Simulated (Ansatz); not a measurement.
input.yaml (Ansatz)

```yaml
crystal:
  lattice:
    - [0.0, 3.4316107974, 3.4316107974]
    - [3.4316107974, 0.0, 3.4316107974]
    - [3.4316107974, 3.4316107974, 0.0]
  atoms:
    - { symbol: Mg, position: [0.125, 0.125, 0.125] }
    - { symbol: Mg, position: [0.875, 0.875, 0.875] }
hamiltonian:
  xc: r2scan
  pseudopotentials:
    kind: paw_fr
    azcp:
      Mg: "pseudopotentials/Mg.paw.azcp"
basis:
  ecutwfc: 500
  fft_grid_basis: typed
kpoints:
  mp_grid: { grid: [8, 8, 8], shift: [0, 0, 0] }
magnetization:
  noncollinear: true
  spin_orbit: true
scf:
  occupations: { method: fermi_dirac, width: 0.1 }
```

and its output:

```
Engine: ansatz 0.2.0, x86_64-unknown-linux-gnu
Pseudopotentials: kind: paw_fr
Pseudopotential: Mg, paw_fr, valence charge 10, recommended cutoff 500 eV (meta_gga) 
Functional definition: r2SCAN
  parameter k0 = 0.174
  parameter k1 = 0.065
  parameter a1 = 4.9479
  exchange = r2scan_x(k0 = k0, k1 = k1, a1 = a1)
  correlation = r2scan_c
non-collinear run that drives no moment, with spin-orbit: no starting moment large enough to seed its density (crystal.atoms[].spin), no starting occupations that ask for one, no magnetisation constraint and no magnetic field, so the semilocal B_xc is pinned to zero
Crystal: 2 atoms, lattice volume = 80.821 Å³
Basis set: ecut = 500 eV, 2085 PW (Γ), exchange–correlation on 144×144×144 points (64 copies of the dense FFT grid, shifted against one another)
Bands: 28, of which v1, the nominal top of the filled ones, is band 20 counted from 1 (19 counted from 0)
Symmetry: 48 space group operations + 48 with time reversal
Magnetic group: BNS 227.129 (UNI 1631), of the structure as read, at distance tolerance 4.3e-5 Å
k-points: 29 of 512
Projection manifold: j_resolved (fully-relativistic pseudo-atomic orbitals)
Non-local potential: Mg, projectors of the file, l = 0: 3, l = 1: 4, l = 2: 2
PAW form: soft (Blöchl's): semilocal exchange-correlation on the pseudo side does not see the compensation charge
PAW frozen core: Mg, regenerated for the run's functional (the file was generated under x = pbe(κ = 0.804, μ = 0.2195149727645171), c = pbe(β = 0.06672455060314922))
PAW one-centre angular grid: Mg, 302 points (default); XC on 397 of its mesh's 2593 points in the sphere
Initial density: superposition of atomic densities (chi_scale 0.1, normalization cell)
Initial wavefunctions: pseudopotential atomic-orbital guess
Functional: x = r2scan, c = r2scan; τ floored in thin density (d = 2e-4 eV/Å³)
iter 1 solved again at ethr=2.85e-4 eV; its pass at ethr=3.10e-3 eV (dr2=5.69e-2 eV) is discarded
SCF iter   1: F=—  HF=-3850.878281 eV  |F-HF|=—  |Δ(HF+E_count)|=         —  Δρ=7.97e-3  dr2=5.73e-2  dr2_τ=3.23e-5  dr2_m=0.00e0 (ungated)  ethr=2.85e-4  |M|=0.00e0 ∫|m|=0.00e0 μB  |m|>n=0.0e0 m-floor=0.0e0 τ_xc=0.0e0  β_m=0.30  ⟨swp⟩=1.0  Hψ=2750  notcnv=0
spin=Noncollinear: Kerker preconditioning applied to the charge; magnetization (m_x, m_y, m_z) channels mix plain (no charge-response kernel on spin).
SCF iter   2: F=—  HF=-3850.892277 eV  |F-HF|=—  |Δ(HF+E_count)|=   1.40e-2  Δρ=6.21e-3  dr2=4.32e-2  dr2_τ=6.43e-5  dr2_m=0.00e0 (ungated)  ethr=2.85e-4  |M|=0.00e0 ∫|m|=0.00e0 μB  |m|>n=0.0e0 m-floor=0.0e0 τ_xc=0.0e0  β_m=0.65  ⟨swp⟩=2.0  Hψ=512  notcnv=0
SCF iter   3: F=—  HF=-3850.908913 eV  |F-HF|=—  |Δ(HF+E_count)|=   1.66e-2  Δρ=1.99e-3  dr2=7.49e-3  dr2_τ=1.06e-5  dr2_m=0.00e0 (ungated)  ethr=2.16e-4  |M|=0.00e0 ∫|m|=0.00e0 μB  |m|>n=0.0e0 m-floor=0.0e0 τ_xc=0.0e0  β_m=0.82  ⟨swp⟩=2.0  Hψ=580  notcnv=0
SCF iter   4: F=—  HF=-3850.910512 eV  |F-HF|=—  |Δ(HF+E_count)|=   1.60e-3  Δρ=4.99e-4  dr2=5.19e-4  dr2_τ=8.68e-7  dr2_m=0.00e0 (ungated)  ethr=3.75e-5  |M|=0.00e0 ∫|m|=0.00e0 μB  |m|>n=0.0e0 m-floor=0.0e0 τ_xc=0.0e0  β_m=0.91  ⟨swp⟩=2.0  Hψ=565  notcnv=0
SCF iter   5: F=—  HF=-3850.910710 eV  |F-HF|=—  |Δ(HF+E_count)|=   1.98e-4  Δρ=1.75e-4  dr2=5.03e-5  dr2_τ=3.98e-8  dr2_m=0.00e0 (ungated)  ethr=2.60e-6  |M|=0.00e0 ∫|m|=0.00e0 μB  |m|>n=0.0e0 m-floor=0.0e0 τ_xc=0.0e0  β_m=0.96  ⟨swp⟩=2.0  Hψ=463  notcnv=0
SCF iter   6: F=—  HF=-3850.910731 eV  |F-HF|=—  |Δ(HF+E_count)|=   2.12e-5  Δρ=2.12e-5  dr2=3.77e-7  dr2_τ=1.76e-9  dr2_m=0.00e0 (ungated)  ethr=2.52e-7  |M|=0.00e0 ∫|m|=0.00e0 μB  |m|>n=0.0e0 m-floor=0.0e0 τ_xc=0.0e0  β_m=0.98  ⟨swp⟩=2.0  Hψ=463  notcnv=0
SCF iter   7: F=-3850.910733 eV  HF=-3850.910732 eV  |F-HF|=1.33e-7  |Δ(HF+E_count)|=   1.23e-6  Δρ=6.33e-6  dr2=3.34e-8  dr2_τ=7.56e-11  dr2_m=0.00e0 (ungated)  ethr=5.00e-10  |M|=0.00e0 ∫|m|=0.00e0 μB  |m|>n=0.0e0 m-floor=0.0e0 τ_xc=0.0e0  ⟨swp⟩=3.0  Hψ=863  notcnv=0
SCF 1 converged in 7 iterations: F = -3850.910733 eV  dr2 = 3.34e-8
SCF converged after 7 iterations
Magnetization: |M| = 0.0000 μB,  M = (+0.0000, +0.0000, +0.0000) μB
Absolute magnetization: 0.0000 μB (∫|m|)
  site 0: m = (+0.0000, +0.0000, +0.0000) μB, |m| = 0.0000 μB  (R = 1.23 Å)
  site 1: m = (+0.0000, +0.0000, +0.0000) μB, |m| = 0.0000 μB  (R = 1.23 Å)
Free energy (F): -3850.910733 eV
Harris-Foulkes:  -3850.910732 eV  (|F-HF|=1.33e-7)
Internal energy: -3850.870843 eV  (E = F + TS)
E sigma→0 (E₀):  -3850.890788 eV
Entropy (-TS):   -0.039889 eV (-19.945 meV/atom)
Fermi energy:    1.817472 eV
--- Per-component energies (eV) ---
  E_band       = -823.962224
  E_kinetic    = 145.534980
  E_local      = -3826.060773  (includes V_loc(G=0)·N_el)
  E_nonlocal   = 193.099337
  E_hartree    = 1409.804162
  E_xc         = -49.875146
  E_vxc        = -72.858162  (∫ρ·V_xc dr)
  E_paw        = -593.121937  (= ΣΔE_a)
  E_vpaw       = -88.389221  (= ΣTr[D̂ρ^β])
  E_aug_tail   = -0.000003  (compensation charges beyond the density's cutoff)
  E_vtau       = 5.105249  (kinetic-family band-sum trace: ∫τ·v_τ [+ j·A + Jᵃ·Aᵃ] dr)
  E_ewald      = -1130.197838
  E_core_change = -0.053625  (= ΣΔE_core)
  E_smearing   = -0.039889  (= −TS)
  E_closure    = -0.000000  (closes the sum)
  Σ components = -3850.910733   (vs F -3850.910733, Δ=0.00e0)
```

Command:

```sh
ansatz run input.yaml --threads 1 --pin off --max-ram 3584MiB --backend cpu --events-out ev --progress --plain --runs-dir out
```

On 1 thread of Intel(R) Xeon(R) Platinum 8259CL CPU @ 2.50GHz (Skylake/Cascade Lake) (shared host) this took about 25 s of wall time and 25 s of CPU time.
